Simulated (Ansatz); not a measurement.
VO2:
```
VO2
1.0
    4.79503     0.00000     0.00000
    0.00000     4.79503     0.00000
    0.00000     0.00000     4.79503
V O
4 8
Direct
  0.00000   0.50000   0.50000
  0.50000   0.50000   0.00000
  0.50000   0.00000   0.50000
  0.00000   0.00000   0.00000
  0.34492   0.15508   0.84492
  0.65508   0.84492   0.15508
  0.15508   0.84492   0.34492
  0.84492   0.15508   0.65508
  0.84492   0.34492   0.15508
  0.15508   0.65508   0.84492
  0.65508   0.65508   0.65508
  0.34492   0.34492   0.34492
```
Starting moments (μB, in the order of the atoms V V V V O O O O O O O O): 1.2 1.2 1.2 1.2 -0.1 -0.1 -0.1 -0.1 -0.1 -0.1 -0.1 -0.1.

Relaxed with PBE.

Problem. Which orbitals make up the states near the Fermi level in the program Ansatz at the PBE level (PAW)?

Solution. Within 0.5 eV of the Fermi level: V 3d 86 %, O 2p 12 %. Projections are on Löwdin-orthogonalised atomic valence shells; empty p or d shells of many metals are not among them.

Problem. Tabulate the density of states.

Solution. States/eV per cell of 12 atoms, in 0.25 eV bins, energy from the Fermi level.

```csv
E (eV),total,O 2p,V 3d,O 2s
-7.25,0.00,0.00,0.00,0.00
-7.00,0.71,0.50,0.18,0.00
-6.75,3.34,2.46,0.75,0.01
-6.50,10.43,7.74,2.24,0.06
-6.25,11.39,8.48,2.48,0.06
-6.00,12.93,9.49,2.96,0.06
-5.75,12.20,8.89,2.88,0.08
-5.50,12.15,8.77,3.00,0.09
-5.25,5.90,4.44,1.25,0.06
-5.00,8.16,5.97,1.91,0.10
-4.75,7.74,5.89,1.55,0.11
-4.50,9.06,7.19,1.47,0.15
-4.25,7.54,5.94,1.30,0.12
-4.00,6.52,5.15,1.15,0.09
-3.75,6.42,5.08,1.12,0.10
-3.50,6.97,5.65,1.09,0.09
-3.25,7.89,6.57,1.10,0.08
-3.00,11.37,9.69,1.35,0.12
-2.75,9.56,8.42,0.89,0.08
-2.50,7.30,6.58,0.54,0.05
-2.25,9.37,8.05,1.14,0.05
-2.00,10.93,9.23,1.53,0.05
-1.75,6.69,5.71,0.89,0.03
-1.50,5.27,4.66,0.54,0.03
-1.25,2.00,1.79,0.19,0.01
-1.00,0.17,0.16,0.01,0.00
-0.75,0.11,0.00,0.11,0.00
-0.50,2.54,0.13,2.39,0.01
-0.25,7.29,0.51,6.70,0.03
0.00,11.61,1.29,10.11,0.05
0.25,6.27,1.12,5.05,0.02
0.50,5.06,1.16,3.81,0.02
0.75,4.61,0.54,4.02,0.02
1.00,11.41,1.82,9.39,0.04
1.25,17.52,2.89,14.28,0.08
1.50,12.24,1.70,10.32,0.04
1.75,3.00,0.46,2.49,0.01
2.00,5.22,1.04,4.06,0.02
2.25,7.91,1.65,5.98,0.12
2.50,4.14,0.77,3.03,0.25
2.75,3.57,0.67,2.48,0.34
3.00,5.92,1.18,4.09,0.51
3.25,5.62,1.12,3.91,0.46
3.50,6.24,1.32,4.33,0.46
3.75,8.44,2.39,5.46,0.41
4.00,5.83,1.92,3.62,0.18
4.25,11.41,4.06,6.93,0.19
4.50,5.32,1.82,3.31,0.09
4.75,6.84,2.41,4.26,0.04
```

Space group Pa-3. The start of the workflow was typed in or built on a structure type; neither database checked (COD, Materials Project) lists it. COD files the formula under space group No. 10, 12, 14, 136, so this cell is another polymorph or a model. Its standing as an ambient phase is unchecked. The PBE relaxation kept the symmetry of its start; its stability against distortions is not shown here. Spin order of the final state: ferromagnetic, chosen from 2 collinear starts compared on coarse meshes (ties went to the first, and starts can fall back to one state), not a proven ground state. The volume moved by -22 % from the start of the relaxation. No Hubbard U is applied. The compound may be a true metal, but semilocal functionals without U, or a wrong spin order, can also close a gap.

Potentials: the later of the program's two PAW sets.
